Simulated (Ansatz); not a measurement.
The relaxed structure here is a generated cell of PbI2: the first start was made by placing the elements on the sites of a structure type, and the end was not matched to a known phase here, so it may be hypothetical. Known forms of PbI2 include space group No. 164.

The end point of a relaxation of PbI$_{2}$. Space group P2₁/c (No. 14), AFLOW prototype A2B_mP12_14_2e_e (C43, as in ZrO2). All values below come from PBE (plane waves to 420 eV, PAW, scalar-relativistic; Ansatz, a first-principles code).

```cif
data_I8Pb4
_chemical_formula_sum 'Pb4 I8'
_space_group_name_H-M_alt 'P21/c'
_space_group_IT_number 14
_space_group_name_Hall '-P 2ybc'
_cell_length_a 7.95279
_cell_length_b 8.20250
_cell_length_c 8.29137
_cell_angle_alpha 90.000
_cell_angle_beta 99.014
_cell_angle_gamma 90.000
loop_
_space_group_symop_operation_xyz
  'x, y, z'
  '-x, -y, -z'
  '-x, y+1/2, -z+1/2'
  'x, -y+1/2, z+1/2'
loop_
_atom_site_label
_atom_site_type_symbol
_atom_site_symmetry_multiplicity
_atom_site_Wyckoff_symbol
_atom_site_fract_x
_atom_site_fract_y
_atom_site_fract_z
_atom_site_occupancy
Pb1 Pb 4 e 0.28517 0.05056 0.16301 1
I1 I 4 e 0.07508 0.35135 0.32494 1
I2 I 4 e 0.57147 0.26216 0.01004 1
```

Question: Estimate the band gap that PBE returns for this input.

Answer: 2.25 eV, direct within 0.03 eV (at Y2) (no spin-orbit coupling).

Question: Give the smallest direct gap at the level PBE.

Answer: 2.25 eV at Y2.

No spin polarisation in the result. Without spin-orbit coupling the bands of the heavy element are not split, so the gap can be far off.

The run could not lose the symmetry of its start, so the end can be a saddle point.
